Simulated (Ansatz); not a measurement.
Kick test of a cell of Zn5CdS6

It was reached by relaxing an invented guess, and it needn't be the stable form of this composition.

Level of theory: Ansatz, DFT PBE, scalar-relativistic, plane waves, PAW. Cutoff 420 eV; k points 6×6×4 on the computed 12-atom cell (Γ-centred); Gaussian smearing, width 0.02 eV; no spin polarisation.

The cell below (12 atoms, space group P31m (No. 157)) is relaxed within its symmetry.

```cif
data_structure
_symmetry_space_group_name_H-M 'P 1'
_symmetry_Int_Tables_number 1
_cell_length_a 6.7585
_cell_length_b 6.7585
_cell_length_c 6.3872
_cell_angle_alpha 90.000
_cell_angle_beta 90.000
_cell_angle_gamma 120.000
_cell_volume 252.66
loop_
_atom_site_label
_atom_site_type_symbol
_atom_site_fract_x
_atom_site_fract_y
_atom_site_fract_z
_atom_site_occupancy
Zn1 Zn 0.66055 0.00000 0.99960 1
Zn2 Zn 0.33945 0.33945 0.99960 1
Zn3 Zn 0.00000 0.66055 0.99960 1
Zn4 Zn 0.66667 0.33333 0.50038 1
Zn5 Zn 0.33333 0.66667 0.50038 1
Cd1 Cd 0.00000 0.00000 0.50072 1
S1 S 0.64540 0.00000 0.36896 1
S2 S 0.35460 0.35460 0.36896 1
S3 S 0.00000 0.64540 0.36896 1
S4 S 0.00000 0.00000 0.90074 1
S5 S 0.66667 0.33333 0.87105 1
S6 S 0.33333 0.66667 0.87105 1
```

For the test it was strained at random (σ = 1.5 % a component), the atoms were moved at random (σ = 0.15 Å), and all was relaxed again on a coarse 2×3×3 mesh (in the run’s order of axes) with 0.10 eV smearing, with no symmetry imposed.

Q: Does it come back?

A: It returns, within 1 meV/atom of the unmoved cell on that mesh and with the same symmetry when read at 0.1 Å (Cm at 0.01 Å, so small strains and shifts remain). No instability shows in this cell; modes of other wave vectors, which need another repeat, aren't tested.
